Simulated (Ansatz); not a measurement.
The calculation used DFT PBE, scalar-relativistic, plane waves, PAW (Ansatz 0.2.0). All cells share a 420 eV cutoff and Γ-centred k meshes spaced about 0.3 Å⁻¹ or finer (0.25 for metals, 2π included). No spin polarisation in the final relaxations.

Temperature and zero-point effects are left out. All come from trial cells, and lower structures may exist.

Problem. Order these relaxed structures of Rb3NaO2 by energy, lowest first, with the energy over the lowest of them.
A.

```
CELL_PARAMETERS angstrom
-2.95522 2.95522 4.92253
2.95522 -2.95522 4.92253
2.95522 2.95522 -4.92253
ATOMIC_POSITIONS crystal
Rb 0.50000 0.50000 0.00000
Rb 0.75000 0.25000 0.50000
Rb 0.25000 0.75000 0.50000
Na 0.00000 0.00000 0.00000
O 0.22034 0.22034 0.00000
O 0.77966 0.77966 0.00000
```

B.

```
CELL_PARAMETERS angstrom
4.17105 -4.87591 0.00000
4.17105 4.87591 0.00000
0.00000 0.00000 4.27201
ATOMIC_POSITIONS crystal
Rb 0.50000 0.50000 0.00000
Rb 0.00000 0.50000 0.50000
Rb 0.50000 0.00000 0.50000
Na 0.00000 0.00000 0.00000
O 0.77367 0.22633 0.00000
O 0.22633 0.77367 0.00000
```

C.

```
CELL_PARAMETERS angstrom
6.21577 0.00000 0.00000
0.00000 4.17089 0.00000
-0.92166 0.00000 6.21374
ATOMIC_POSITIONS crystal
Rb 0.41876 0.50000 0.50549
Rb 0.60458 0.00000 0.06330
Rb 0.97541 0.00000 0.69045
Na 0.04172 0.50000 0.12940
O 0.18025 0.00000 0.27192
O 0.75379 0.50000 0.84173
```

D.

```
CELL_PARAMETERS angstrom
4.68970 0.00000 0.00000
0.00000 4.68970 0.00000
0.00000 0.00000 6.62281
ATOMIC_POSITIONS crystal
Rb 0.50000 0.50000 0.00000
Rb 0.00000 0.00000 0.00000
Rb 0.50000 0.50000 0.50000
Na 0.00000 0.00000 0.50000
O 0.00000 0.50000 0.26348
O 0.50000 0.00000 0.73652
```

Solution. C (0 meV/atom), D (54 meV/atom), A (97 meV/atom), B (123 meV/atom). Forms: C Pm; D P-4m2; A I4/mmm; B Cmmm. Counting O atoms around Na and Rb (those within 1.25 times the shortest such distance or 1.15 times the sum of covalent radii; a plus sign parts nearer from farther groups; the shortest distance is added where it is long for a bond; a slash parts the counts of unlike sites): C has Rb 2+1/3, Na 3; D has Rb 4, Na 4 from 2.8 Å; A has Rb 2/4, Na 2; B has Rb 2/4, Na 2.

With atoms moved at random, P-4m2 (by 55 meV/atom) fell into a lower structure; Pm came back. Without a clear test, and held by symmetry: I4/mmm and Cmmm. Some candidate types were left out of the draw beforehand, so a known form may be missing.
